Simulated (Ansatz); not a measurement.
Ta4N5:
```yaml
crystal:
  lattice:
    - [-3.41108, 3.41108, 2.12922]
    - [3.41108, -3.41108, 2.12922]
    - [3.41108, 3.41108, -2.12922]
  atoms:
    - { symbol: Ta, position: [0.21559, 0.60488, 0.82047] }
    - { symbol: Ta, position: [0.78441, 0.39512, 0.17953] }
    - { symbol: Ta, position: [0.39512, 0.21559, 0.61070] }
    - { symbol: Ta, position: [0.60488, 0.78441, 0.38930] }
    - { symbol: N, position: [0.50000, 0.50000, 0.00000] }
    - { symbol: N, position: [0.09155, 0.30627, 0.39782] }
    - { symbol: N, position: [0.90845, 0.69373, 0.60218] }
    - { symbol: N, position: [0.69373, 0.09155, 0.78528] }
    - { symbol: N, position: [0.30627, 0.90845, 0.21472] }
```

Relaxed with PBEsol. Special points in fractions of this cell's reciprocal vectors: Γ (0.000, 0.000, 0.000); X (0.000, 0.000, 0.500); M (-0.500, 0.500, 0.500); Z (0.347, 0.347, -0.347); Z0 (-0.347, 0.653, 0.347); P (0.250, 0.250, 0.250); N (0.000, 0.500, 0.000).

Q: List the band energies nearest the Fermi level at these points for PBEsol (plane waves, PAW; program Ansatz).

A: In eV from the Fermi level; about four levels below and three above (degenerate sets whole), none deeper than 8.9 eV; points with the same levels are listed once.

| k | below | above |
|---|---|---|
| Γ | -2.48 -2.48 -1.27 -1.27 -0.95 | 0.62 0.95 1.15 1.15 |
| X | -3.03 -2.89 -1.59 -0.44 | 0.46 0.73 1.72 |
| M | -1.93 -1.67 -0.48 -0.48 | 2.66 2.87 2.87 |
| Z | -3.33 -3.29 -0.53 -0.34 | 0.42 0.42 2.69 2.69 |
| P | -5.26 -5.26 -3.87 -3.13 -0.24 | 0.89 0.89 1.36 1.36 |
| N | -4.76 -4.16 -2.92 -1.10 | 0.61 1.14 1.57 |

Space group I4/m. The first step of the workflow began from a Materials Project structure, measured or hypothetical; the Crystallography Open Database copy checked does not list it. Whether it is the stable phase at ambient conditions was not checked. Symmetry was held in the PBEsol relaxation; its stability against distortions is not shown here. The run is not spin-polarised. With an odd number of electrons in the cell and no spin polarisation, the count alone makes it a metal. Scalar-relativistic: spin–orbit coupling is off unless named, which matters more the heavier the elements.

Potentials: the later of the program's two PAW sets.
